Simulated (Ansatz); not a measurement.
Computed with Ansatz, DFT PBE, scalar-relativistic, plane waves, PAW. Cutoff 420 eV, Γ-centred meshes of about 0.25 Å⁻¹ or finer for metals and 0.3 Å⁻¹ for insulators (2π included), Gaussian smearing. No spin polarisation.

These are static total energies at zero pressure.

Two relaxed structures of Bi2Te2O:

A.

```cif
data_structure
_symmetry_space_group_name_H-M 'I4/mmm'
_symmetry_Int_Tables_number 139
_cell_length_a 4.8887
_cell_length_b 4.8887
_cell_length_c 12.7212
_cell_angle_alpha 90.000
_cell_angle_beta 90.000
_cell_angle_gamma 90.000
_cell_volume 304.03
loop_
_atom_site_label
_atom_site_type_symbol
_atom_site_symmetry_multiplicity
_atom_site_Wyckoff_symbol
_atom_site_fract_x
_atom_site_fract_y
_atom_site_fract_z
_atom_site_occupancy
Bi1 Bi 4 c 0.00000 0.50000 0.00000 1
Te1 Te 4 e 0.50000 0.50000 0.16533 1
O1 O 2 a 0.00000 0.00000 0.00000 1
```

B.

```cif
data_structure
_symmetry_space_group_name_H-M 'P4/mmm'
_symmetry_Int_Tables_number 123
_cell_length_a 4.8756
_cell_length_b 4.8756
_cell_length_c 8.3138
_cell_angle_alpha 90.000
_cell_angle_beta 90.000
_cell_angle_gamma 90.000
_cell_volume 197.63
loop_
_atom_site_label
_atom_site_type_symbol
_atom_site_symmetry_multiplicity
_atom_site_Wyckoff_symbol
_atom_site_fract_x
_atom_site_fract_y
_atom_site_fract_z
_atom_site_occupancy
Bi1 Bi 2 f 0.50000 0.00000 0.00000 1
Te1 Te 2 g 0.00000 0.00000 0.25416 1
O1 O 1 c 0.50000 0.50000 0.00000 1
```

Problem. Which form is favoured at zero pressure, and by what margin per atom?

Solution. A is lower, by 14 meV/atom. A has space group I4/mmm (No. 139), 30.4 Å³/atom and no gap on its mesh; B has space group P4/mmm (No. 123), 39.5 Å³/atom and no gap. Counting O or Te atoms around Bi (for each partner element, those within 1.25 times its shortest distance or 1.15 times the sum of covalent radii, where it is the nearest in units of that sum or under 1.3), A and B both have Bi 6. Both come from trial cells of a structure search, whose lowest cell (P2_1, 29.6 Å³/atom) lies 134 meV/atom below the lower of the two.

The k mesh leaves some 4 meV/atom of noise in the energy of each metallic cell. Weakly bound directions are ill-defined at this level, which has no dispersion term (I4/mmm, P4/mmm), and this can change margins and order among such cells. These runs have no spin–orbit coupling, which can matter for Bi and Te. The zero gap of I4/mmm, P4/mmm may come from the functional, which often closes small gaps. Cells relaxed within their symmetry can be saddle points. Some types were kept out of the candidates beforehand, so the set may lack a known form.
